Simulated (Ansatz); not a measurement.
# Cs₃SbF₆ (Fm-3m), kick along a soft mode, then relaxed

Theory: DFT PBEsol, scalar-relativistic, plane waves, PAW (Ansatz). The runs took a 420 eV cutoff, a Γ-centred 4×4×4 mesh and Gaussian smearing (0.05 eV). No spin polarisation. Energies are free energies at this smearing, counted from the undisturbed cell; pressure is positive in compression.

The starting cell (relaxed at this level; it needn't be the usual structure):

```
CELL_PARAMETERS angstrom
0.00000 4.96556 4.96556
4.96556 0.00000 4.96556
4.96556 4.96556 0.00000
ATOMIC_POSITIONS crystal
Cs 0.75000 0.75000 0.75000
Cs 0.25000 0.25000 0.25000
Cs 0.50000 0.50000 0.50000
Sb 0.00000 0.00000 0.00000
F 0.77938 0.22062 0.22062
F 0.22062 0.22062 0.77938
F 0.22062 0.77938 0.77938
F 0.22062 0.77938 0.22062
F 0.77938 0.22062 0.77938
F 0.77938 0.77938 0.22062
```

The atoms are moved along a zone-centre mode of 85i cm⁻¹ (Å):

```
atom ux uy uz
 Cs1   0.029  0.000  0.000
 Cs2   0.029  0.000  0.000
 Cs3   0.021  0.000  0.000
 Sb4  -0.008  0.000  0.000
  F5   0.054  0.000  0.000
  F6  -0.150  0.000  0.000
  F7   0.054  0.000  0.000
  F8  -0.150  0.000  0.000
  F9  -0.150  0.000  0.000
 F10  -0.150  0.000  0.000
```

Cell and atoms are then relaxed.

Question: Does the relaxation return to the undisturbed structure?

Answer: No. It ends 18.4 meV/atom below it. The final space group reads I4mm (tolerance 0.01 Å) and the volume changes by 0.19 %.

Final structure:

```xyz
10
Lattice="0.0000 4.8846 4.8846 5.1412 0.0000 4.8846 5.1412 4.8846 0.0000" Properties=species:S:1:pos:R:3 pbc="T T T"
Cs    8.0699    7.3269    7.3269
Cs    2.9287    2.4423    2.4423
Cs    5.2837    4.8846    4.8846
Sb   10.2523    4.8846    4.8846
F     2.4670    4.8846    4.8846
F     4.7327    4.8846    2.1252
F     8.1836    4.8846    4.8846
F     4.7327    2.1252    4.8846
F     4.7327    7.6440    4.8846
F     4.7327    4.8846    7.6440
```

The relaxation, step by step (energy from the first step; small jumps at an unchanged geometry come where the plane waves are selected anew for the new cell):

```
step  ΔE (meV/atom) largest force component (eV/Å) pressure (GPa)
   1            0.0                           0.098           -0.17
   2           -2.4                           0.107            0.01
   3           -8.7                           0.294            0.68
   4           -7.6                           0.321            1.26
   5          -14.3                           0.223           -0.21
   6          -15.1                           0.051           -0.08
   7          -15.3                           0.024            0.02
   8          -15.3                           0.011           -0.01
   9          -15.3                           0.004            0.00
  10          -15.9                           0.002            0.03
  11          -15.9                           0.008            0.02
  12          -15.8                           0.022           -0.06
  13          -15.9                           0.005            0.00
  14          -16.0                           0.005            0.00
```

Frames along the relaxation (Å, eV/Å):

```xyz
10
Lattice="0.000 4.966 4.966 4.966 0.000 4.966 4.966 4.966 0.000" Properties=species:S:1:pos:R:3:forces:R:3 pbc="T T T" step=1
Cs    7.477    7.448    7.448    0.098    0.000    0.000
Cs    2.511    2.483    2.483    0.098    0.000    0.000
Cs    4.986    4.966    4.966    0.068    0.000    0.000
Sb   -0.008    0.000    0.000   -0.052    0.000    0.000
F     2.245    4.966    4.966    0.024    0.000    0.000
F     4.816    4.966    2.191   -0.055    0.000   -0.074
F     7.794    4.966    4.966   -0.016    0.000    0.000
F     4.816    2.191    4.966   -0.055   -0.074    0.000
F     4.816    7.740    4.966   -0.055    0.074    0.000
F     4.816    4.966    7.740   -0.055    0.000    0.074
10
Lattice="0.000 4.954 4.954 4.972 0.000 4.954 4.972 4.954 0.000" Properties=species:S:1:pos:R:3:forces:R:3 pbc="T T T" step=2
Cs    7.546    7.431    7.431    0.107    0.000    0.000
Cs    2.574    2.477    2.477    0.107    0.000    0.000
Cs    5.035    4.954    4.954   -0.097    0.000    0.000
Sb   -0.023    0.000    0.000    0.082    0.000    0.000
F     2.239    4.954    4.954    0.099    0.000    0.000
F     4.791    4.954    2.182   -0.087    0.000   -0.006
F     7.793    4.954    4.954    0.050    0.000    0.000
F     4.791    2.182    4.954   -0.087   -0.006    0.000
F     4.791    7.726    4.954   -0.087    0.006    0.000
F     4.791    4.954    7.726   -0.087    0.000    0.006
10
Lattice="0.000 4.888 4.888 5.048 0.000 4.888 5.048 4.888 0.000" Properties=species:S:1:pos:R:3:forces:R:3 pbc="T T T" step=4
Cs    8.059    7.331    7.331   -0.236    0.000    0.000
Cs    3.011    2.444    2.444   -0.236    0.000    0.000
Cs    5.234    4.888    4.888   -0.254    0.000    0.000
Sb   -0.042    0.000    0.000   -0.046    0.000    0.000
F     2.287    4.888    4.888    0.282    0.000    0.000
F     4.631    4.888    2.125    0.043    0.000    0.205
F     7.933    4.888    4.888    0.321    0.000    0.000
F     4.631    2.125    4.888    0.043    0.205    0.000
F     4.631    7.650    4.888    0.043   -0.205    0.000
F     4.631    4.888    7.650    0.043    0.000   -0.205
10
Lattice="0.000 4.912 4.912 5.084 0.000 4.912 5.084 4.912 0.000" Properties=species:S:1:pos:R:3:forces:R:3 pbc="T T T" step=5
Cs    7.960    7.367    7.367    0.042    0.000    0.000
Cs    2.877    2.456    2.456    0.042    0.000    0.000
Cs    5.253    4.912    4.912   -0.137    0.000    0.000
Sb   -0.013    0.000    0.000   -0.223    0.000    0.000
F     2.382    4.912    4.912    0.089    0.000    0.000
F     4.701    4.912    2.142    0.011    0.000   -0.020
F     8.058    4.912    4.912    0.142    0.000    0.000
F     4.701    2.142    4.912    0.011   -0.020    0.000
F     4.701    7.681    4.912    0.011    0.020    0.000
F     4.701    4.912    7.681    0.011    0.000    0.020
10
Lattice="0.000 4.900 4.900 5.106 0.000 4.900 5.106 4.900 0.000" Properties=species:S:1:pos:R:3:forces:R:3 pbc="T T T" step=7
Cs    8.016    7.349    7.349   -0.002    0.000    0.000
Cs    2.910    2.450    2.450   -0.002    0.000    0.000
Cs    5.238    4.900    4.900    0.005    0.000    0.000
Sb   -0.029    0.000    0.000    0.024    0.000    0.000
F     2.436    4.900    4.900    0.012    0.000    0.000
F     4.708    4.900    2.132   -0.003    0.000    0.003
F     8.115    4.900    4.900   -0.024    0.000    0.000
F     4.708    2.132    4.900   -0.003    0.003    0.000
F     4.708    7.667    4.900   -0.003   -0.003    0.000
F     4.708    4.900    7.667   -0.003    0.000   -0.003
10
Lattice="0.000 4.896 4.896 5.110 0.000 4.896 5.110 4.896 0.000" Properties=species:S:1:pos:R:3:forces:R:3 pbc="T T T" step=8
Cs    8.023    7.344    7.344   -0.003    0.000    0.000
Cs    2.912    2.448    2.448   -0.003    0.000    0.000
Cs    5.246    4.896    4.896    0.005    0.000    0.000
Sb   -0.028    0.000    0.000   -0.006    0.000    0.000
F     2.448    4.896    4.896   -0.011    0.000    0.000
F     4.708    4.896    2.130    0.004    0.000   -0.009
F     8.124    4.896    4.896    0.003    0.000    0.000
F     4.708    2.130    4.896    0.004   -0.009    0.000
F     4.708    7.662    4.896    0.004    0.009    0.000
F     4.708    4.896    7.662    0.004    0.000    0.009
10
Lattice="0.000 4.896 4.896 5.112 0.000 4.896 5.112 4.896 0.000" Properties=species:S:1:pos:R:3:forces:R:3 pbc="T T T" step=10
Cs    8.025    7.344    7.344   -0.001    0.000    0.000
Cs    2.912    2.448    2.448   -0.001    0.000    0.000
Cs    5.249    4.896    4.896    0.001    0.000    0.000
Sb   -0.028    0.000    0.000   -0.002    0.000    0.000
F     2.446    4.896    4.896    0.000    0.000    0.000
F     4.711    4.896    2.130    0.001    0.000    0.001
F     8.127    4.896    4.896   -0.001    0.000    0.000
F     4.711    2.130    4.896    0.001    0.001    0.000
F     4.711    7.662    4.896    0.001   -0.001    0.000
F     4.711    4.896    7.662    0.001    0.000   -0.001
10
Lattice="0.000 4.886 4.886 5.136 0.000 4.886 5.136 4.886 0.000" Properties=species:S:1:pos:R:3:forces:R:3 pbc="T T T" step=11
Cs    8.062    7.329    7.329   -0.001    0.000    0.000
Cs    2.926    2.443    2.443   -0.001    0.000    0.000
Cs    5.279    4.886    4.886   -0.002    0.000    0.000
Sb   -0.030    0.000    0.000   -0.003    0.000    0.000
F     2.464    4.886    4.886    0.002    0.000    0.000
F     4.728    4.886    2.125    0.000    0.000    0.008
F     8.174    4.886    4.886    0.005    0.000    0.000
F     4.728    2.125    4.886    0.000    0.008    0.000
F     4.728    7.646    4.886    0.000   -0.008    0.000
F     4.728    4.886    7.646    0.000    0.000   -0.008
10
Lattice="0.000 4.885 4.885 5.141 0.000 4.885 5.141 4.885 0.000" Properties=species:S:1:pos:R:3:forces:R:3 pbc="T T T" step=13
Cs    8.070    7.327    7.327    0.000    0.000    0.000
Cs    2.929    2.442    2.442    0.000    0.000    0.000
Cs    5.284    4.885    4.885    0.001    0.000    0.000
Sb   -0.030    0.000    0.000   -0.005    0.000    0.000
F     2.467    4.885    4.885    0.000    0.000    0.000
F     4.733    4.885    2.125    0.000    0.000    0.000
F     8.184    4.885    4.885    0.002    0.000    0.000
F     4.733    2.125    4.885    0.000    0.000    0.000
F     4.733    7.644    4.885    0.000    0.000    0.000
F     4.733    4.885    7.644    0.000    0.000    0.000
10
Lattice="0.000 4.885 4.885 5.141 0.000 4.885 5.141 4.885 0.000" Properties=species:S:1:pos:R:3:forces:R:3 pbc="T T T" step=14
Cs    8.070    7.327    7.327    0.000    0.000    0.000
Cs    2.929    2.442    2.442    0.000    0.000    0.000
Cs    5.284    4.885    4.885    0.000    0.000    0.000
Sb   -0.030    0.000    0.000   -0.005    0.000    0.000
F     2.467    4.885    4.885    0.000    0.000    0.000
F     4.733    4.885    2.125    0.000    0.000    0.000
F     8.184    4.885    4.885    0.002    0.000    0.000
F     4.733    2.125    4.885    0.000    0.000    0.000
F     4.733    7.644    4.885    0.000    0.000    0.000
F     4.733    4.885    7.644    0.000    0.000    0.000
```

Cost: 1 run of about 4 core-minutes, on Intel Xeon Platinum 8375C (Ice Lake) (shared hosts).